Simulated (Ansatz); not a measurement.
**EuNiGe3 with ecutwfc, scf.max_iter changed**

Computed with the plane-wave PAW code Ansatz (scalar-relativistic, PAW set soft_2): PBEsol, collinear spin, 420 eV cutoff, k-mesh 10×10×10. These are the settings of the reference run.

Cell:

```yaml
crystal:
  lattice:
    - [-2.14347, 2.14347, 4.86151]
    - [2.14347, -2.14347, 4.86151]
    - [2.14347, 2.14347, -4.86151]
  atoms:
    - { symbol: Eu, position: [0.00297, 0.00297, 0.00000] }
    - { symbol: Ge, position: [0.24767, 0.74767, 0.50000] }
    - { symbol: Ge, position: [0.74767, 0.24767, 0.50000] }
    - { symbol: Ge, position: [0.58143, 0.58143, 0.00000] }
    - { symbol: Ni, position: [0.34576, 0.34576, 0.00000] }
```

The reference run of this cell is solved again as a single point with these keys changed:

| key | reference run | changed run |
| --- | --- | --- |
| ecutwfc | not typed | 0.3 |
| scf.max_iter | not typed | 100 |

Problem. How does the changed run end?

Solution. It is refused before the calculation starts. Message: Error: YAML parse error: error: line 28 column 1: unknown field `ecutwfc`, expected one of crystal, accuracy, basis, kpoints, hamiltonian, magnetization, projection, total_charge, correlation, batch, efield, external_charges, scf, relax, neb, saddle, md, ramp, phonons, dielectric, real_time, elastic, magnetic_configurations, gw, evaluate, workflow, output, checkpoint, execution
  --> <input>:28:1
